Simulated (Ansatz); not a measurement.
Several occupations of a rutile lattice at one composition, 3 W, 3 Ru; 12 O. Sites, in fractions of the cell 0.000 -4.693 3.050; -4.693 0.000 3.050; -4.693 -4.693 -3.050 Å:

| cell | sites |
| --- | --- |
| all | O (0.03 0.64 0.17), O (0.10 0.10 0.20), O (0.23 0.23 0.46), O (0.30 0.69 0.50), O (0.36 0.97 0.83), O (0.43 0.43 0.87), O (0.56 0.56 0.13), O (0.64 0.03 0.17), O (0.69 0.30 0.50), O (0.77 0.77 0.54), O (0.90 0.90 0.80), O (0.97 0.36 0.83), Ru (0.33 0.33 0.17), W (0.67 0.67 0.33) |
| 1 | Ru (0.33 0.33 0.67), Ru (0.67 0.67 0.83), W (0.00 0.00 0.00), W (1.00 1.00 0.50) |
| 2 | Ru (0.00 0.00 0.00), Ru (0.33 0.33 0.67), W (0.67 0.67 0.83), W (1.00 1.00 0.50) |
| 3 | Ru (0.67 0.67 0.83), Ru (1.00 1.00 0.50), W (0.00 0.00 0.00), W (0.33 0.33 0.67) |

Each was relaxed without symmetry on coarser meshes and computed once more. Method: Ansatz 0.2.0, DFT PBE, scalar-relativistic, plane waves, PAW.

Plane waves to 420 eV, a k mesh through Γ of 7×7×5 on the computed 18-atom cell and Gaussian smearing (0.10 eV); no spin polarisation.

Warren–Cowley parameters of the first shell of the sublattice with most elements (negative: unlike neighbours preferred):
| cell | Ru-W |
| --- | --- |
| 1 | -0.33 |
| 2 | -0.33 |
| 3 | 1.00 |

Problem. Which occupation is lowest in energy, and by how much?

Solution. Cell 2.
```json
{"cell": "2", "E − E(lowest) (meV/atom)": "0.0", "V (Å³/atom)": "11.15", "gap on mesh (eV)": "0.10"}
{"cell": "1", "E − E(lowest) (meV/atom)": "14.5", "V (Å³/atom)": "11.15", "gap on mesh (eV)": "0.00"}
{"cell": "3", "E − E(lowest) (meV/atom)": "47.0", "V (Å³/atom)": "11.10", "gap on mesh (eV)": "0.00"}
```

The final mesh leaves forces up to 0.19 eV/Å and stresses up to 0.4 GPa: the relaxation ran on a coarser mesh, so the cell's shape, its bonds and its energy belong partly to that mesh.

Spin-orbit coupling is left out, which matters for the bands of heavy elements. The gap is read on a mesh, which can miss the band edges, so it can be too wide. Spin polarisation was left out, and a magnetic state may lie lower.

Cost: 6 runs of about 33 core-minutes in all (earlier runs that led there not counted), on Intel Xeon Platinum 8259CL (Skylake/Cascade Lake) (shared hosts).